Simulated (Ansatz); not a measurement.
# Sensitivity of the gradients in SiC with Ge replacing Si to the input

Cell: a supercell of SiC (wurtzite type, P6_3mc) built from an entry of the Crystallography Open Database (COD), with all atoms left at the host's positions.

Space group P3m1 (No. 156); a = 6.1520, c = 10.0960 Å, γ = 120.00°.

| site | Wyckoff | site symmetry | x | y | z |
| --- | --- | --- | --- | --- | --- |
| Ge | 1a | 3m. | 0.0000 | 0.0000 | 0.0000 |
| Si2 | 1a | 3m. | 0.0000 | 0.0000 | 0.5000 |
| Si3 | 3d | .m. | 0.0000 | 0.5000 | 0.0000 |
| Si4 | 3d | .m. | 0.0000 | 0.5000 | 0.5000 |
| Si9 | 3d | .m. | 0.1667 | 0.8333 | 0.2500 |
| Si10 | 3d | .m. | 0.1667 | 0.8333 | 0.7500 |
| Si15 | 1c | 3m. | 0.6667 | 0.3333 | 0.2500 |
| Si16 | 1c | 3m. | 0.6667 | 0.3333 | 0.7500 |
| C17 | 1a | 3m. | 0.0000 | 0.0000 | 0.1925 |
| C18 | 1a | 3m. | 0.0000 | 0.0000 | 0.6925 |
| C19 | 3d | .m. | 0.0000 | 0.5000 | 0.1925 |
| C20 | 3d | .m. | 0.0000 | 0.5000 | 0.6925 |
| C25 | 3d | .m. | 0.1667 | 0.8333 | 0.4425 |
| C26 | 3d | .m. | 0.1667 | 0.8333 | 0.9425 |
| C31 | 1c | 3m. | 0.6667 | 0.3333 | 0.4425 |
| C32 | 1c | 3m. | 0.6667 | 0.3333 | 0.9425 |

One atom of each set is listed.

Reference run. Method: Kohn–Sham DFT in Ansatz, PBE, plane waves and PAW, scalar-relativistic, 420 eV cutoff, Γ-centred 4×4×2 k-points, Fermi–Dirac smearing 0.01 eV.

(1) The input is changed as follows: `scf.eigensolver.kind`: not typed → davidson; `basis.precision`: not typed → f64; `scf.initial_density.chi_scale`: not typed → 0.3. What happens to V_zz (10²¹ V/m²) and η?

Results:

(1) 

```tsv
site	V_zz reference	η reference	V_zz changed	η changed
Ge	4.52	0.00	4.52	0.00
Si2	1.72	0.00	1.72	0.00
Si3	1.77	0.12	1.77	0.12
Si4	1.67	0.00	1.67	0.00
Si9	1.67	0.09	1.67	0.09
Si10	1.60	0.00	1.60	0.00
Si16	1.71	0.00	1.71	0.00
C17	0.55	0.00	0.55	0.00
C19	0.23	0.10	0.23	0.10
C20	0.24	0.03	0.24	0.03
C26	0.38	0.82	0.38	0.82
C32	0.22	0.00	0.22	0.00
```

All printed values agree. The table leaves out 4 of the 16 sites, with |V_zz| up to 1.66; their tensors move by 0.01 at most along any direction. SCF iterations: 7 and 9.

On the reference run: Forces reach 0.8 eV/Å even beyond 5.5 Å from the defect, so the host's positions may themselves be off equilibrium. The defect repeats with the cell of 32 atoms, so it feels its images: sites between two images don't show the values beside a lone defect, and zeros or small values of η there can come from the images' arrangement. C and Si carry a gradient in the pure host already, so the values there aren't the defect's effect alone. The cell keeps the host's lattice, where the PBE pressure is 6 GPa. The neighbours have not yet relaxed around the defect (largest force 2.2 eV/Å), so a real crystal will differ.
